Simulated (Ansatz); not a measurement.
Data:

ZnS:
```cif
data_S18Zn18
_chemical_formula_sum 'Zn18 S18'
_space_group_name_H-M_alt 'P3m1'
_space_group_IT_number 156
_space_group_name_Hall 'P 3 -2"'
_cell_length_a 3.80963
_cell_length_b 3.80963
_cell_length_c 56.04917
_cell_angle_alpha 90.000
_cell_angle_beta 90.000
_cell_angle_gamma 120.000
loop_
_atom_site_label
_atom_site_type_symbol
_atom_site_symmetry_multiplicity
_atom_site_Wyckoff_symbol
_atom_site_fract_x
_atom_site_fract_y
_atom_site_fract_z
_atom_site_occupancy
Zn1 Zn 1 a 0.00000 0.00000 0.16666 1
Zn2 Zn 1 b 0.33333 0.66667 0.22219 1
Zn3 Zn 1 a 0.00000 0.00000 0.49995 1
Zn4 Zn 1 c 0.66667 0.33333 0.55546 1
Zn5 Zn 1 c 0.66667 0.33333 0.27770 1
Zn6 Zn 1 b 0.33333 0.66667 0.05562 1
Zn7 Zn 1 b 0.33333 0.66667 0.61106 1
Zn8 Zn 1 c 0.66667 0.33333 0.77788 1
Zn9 Zn 1 c 0.66667 0.33333 0.11114 1
Zn10 Zn 1 b 0.33333 0.66667 0.44443 1
Zn11 Zn 1 a 0.00000 0.00000 0.72226 1
Zn12 Zn 1 c 0.66667 0.33333 0.38892 1
Zn13 Zn 1 c 0.66667 0.33333 0.94450 1
Zn14 Zn 1 a 0.00000 0.00000 0.33331 1
Zn15 Zn 1 b 0.33333 0.66667 0.83338 1
Zn16 Zn 1 a 0.00000 0.00000 0.00011 1
Zn17 Zn 1 c 0.66667 0.33333 0.66667 1
Zn18 Zn 1 a 0.00000 0.00000 0.88890 1
S1 S 1 c 0.66667 0.33333 0.98620 1
S2 S 1 c 0.66667 0.33333 0.70829 1
S3 S 1 a 0.00000 0.00000 0.04173 1
S4 S 1 b 0.33333 0.66667 0.48606 1
S5 S 1 c 0.66667 0.33333 0.59709 1
S6 S 1 c 0.66667 0.33333 0.15278 1
S7 S 1 a 0.00000 0.00000 0.54158 1
S8 S 1 b 0.33333 0.66667 0.09725 1
S9 S 1 c 0.66667 0.33333 0.81950 1
S10 S 1 a 0.00000 0.00000 0.37501 1
S11 S 1 c 0.66667 0.33333 0.31933 1
S12 S 1 a 0.00000 0.00000 0.93053 1
S13 S 1 b 0.33333 0.66667 0.26382 1
S14 S 1 b 0.33333 0.66667 0.65277 1
S15 S 1 a 0.00000 0.00000 0.76396 1
S16 S 1 c 0.66667 0.33333 0.43054 1
S17 S 1 a 0.00000 0.00000 0.20830 1
S18 S 1 b 0.33333 0.66667 0.87501 1
```

This is the r²SCAN-relaxed structure.

**Question.** All from DFT-r²SCAN in the program Ansatz with PAW potentials, unless another level is named. Give the electron effective mass.

**Answer.** 0.19 mₑ (isotropic).

**Question.** Predict the formation energy from the elements (no fitted shifts).

**Answer.** -0.98 eV/atom.

**Question.** Next, the valence-band maximum?

**Answer.** at Γ.

**Question.** Next, the weight of the conduction-edge state by species (Voronoi cells)?

**Answer.** Zn 60 %, S 40 %.

The first step of the workflow began from a Materials Project structure, measured or hypothetical; the Crystallography Open Database files this formula in space group No. 156, but the cells were not matched. It is not the phase usual at ambient conditions (space group No. 186, 216). The cell was relaxed with r²SCAN under the symmetry of its start; whether a distortion lowers the energy is not shown. The references are the lowest solids computed at this level, not always the standard phases.

Potentials: the later of the program's two PAW sets.

Edges and masses are those of Kohn–Sham bands, whose gap is no quasiparticle gap.
